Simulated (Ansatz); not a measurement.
Consider the following.

Nb₄GaSe₈ (space group F-43m)

```yaml
crystal:
  lattice:
    - [0.00000, 5.18251, 5.18251]
    - [5.18251, 0.00000, 5.18251]
    - [5.18251, 5.18251, 0.00000]
  atoms:
    - { symbol: Nb, position: [0.14702, 0.14702, 0.55894] }
    - { symbol: Nb, position: [0.14702, 0.55894, 0.14702] }
    - { symbol: Nb, position: [0.55894, 0.14702, 0.14702] }
    - { symbol: Nb, position: [0.14702, 0.14702, 0.14702] }
    - { symbol: Ga, position: [0.75000, 0.75000, 0.75000] }
    - { symbol: Se, position: [0.88529, 0.88529, 0.34414] }
    - { symbol: Se, position: [0.88529, 0.34414, 0.88529] }
    - { symbol: Se, position: [0.34414, 0.88529, 0.88529] }
    - { symbol: Se, position: [0.88529, 0.88529, 0.88529] }
    - { symbol: Se, position: [0.38598, 0.38598, 0.38598] }
    - { symbol: Se, position: [0.38598, 0.38598, 0.84206] }
    - { symbol: Se, position: [0.38598, 0.84206, 0.38598] }
    - { symbol: Se, position: [0.84206, 0.38598, 0.38598] }
```

The volume is varied about the relaxed value V₀ at fixed cell shape. The atoms relax within the cell's symmetry.

Method: PBEsol (plane waves to 420 eV, PAW, scalar-relativistic; Ansatz, a first-principles code). k mesh 6×6×6 (Γ-centred), Fermi-Dirac smearing 0.05 eV. E stands for the smeared free energy. Stress and pressure are positive under compression. Nb4GaSe8 is run without spin polarisation. Nb4GaSe8 was relaxed with its symmetry unable to fall. The zero of ΔE is the relaxed starting cell.

The scan covers V/V₀ from 0.940 to 1.060 in 13 points.

Problem. What is ΔE at V/V₀ = 1.060?

Solution. 16 meV/atom.

Problem. What pressure does the cell carry at V/V₀ = 0.940?

Solution. 5.6 GPa.

Problem. What is ΔE at V/V₀ = 0.940?

Solution. 21 meV/atom.

(Under strain, the slope of the energy per volume gives the stress and its curvature an elastic modulus.)
